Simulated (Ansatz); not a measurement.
GaN:
```yaml
crystal:
  lattice:
    - [-1.42650, 1.42650, 2.46953]
    - [1.42650, -1.42650, 2.46953]
    - [1.42650, 1.42650, -2.46953]
  atoms:
    - { symbol: Ga, position: [0.75622, 0.75622, 0.00000] }
    - { symbol: N, position: [0.35878, 0.35878, 0.00000] }
```

Cartesian axes are those of the cell as given.

Give the high-frequency dielectric tensor and the Born effective charge tensors of the independent atoms from DFPT, r²SCAN in the plane-wave PAW code Ansatz.


ε∞:
```
7.12  0.00  0.00
0.00  7.12  0.00
0.00  0.00  6.47
```
Z* of atom 1 (Ga), rows: field, columns: displacement, in e:
```
3.47  0.00  0.00
0.00  3.47  0.00
0.00  0.00  2.83
```
Z* of atom 2 (N), rows: field, columns: displacement, in e:
```
-3.47   0.00   0.00
 0.00  -3.47   0.00
 0.00   0.00  -2.83
```

Static charges for comparison (Bader): Ga1 +1.71, N2 -1.71 e. Born charges measure polarisation by displacement and can exceed these by far.

Space group I4mm. The workflow started from a Materials Project entry (that database holds measured and hypothetical structures alike); the Crystallography Open Database copy checked does not list it. It is not the phase usual at ambient conditions (space group No. 186, 216). Symmetry was held in the r²SCAN relaxation; its stability against distortions is not shown here. Scalar-relativistic: spin–orbit coupling is off unless named, which matters more the heavier the elements.

Potentials: the earlier of the program's two PAW sets. The files were generated under PBE; for other functionals the program regenerates the frozen cores, and for LDA and PBEsol the local potential too.
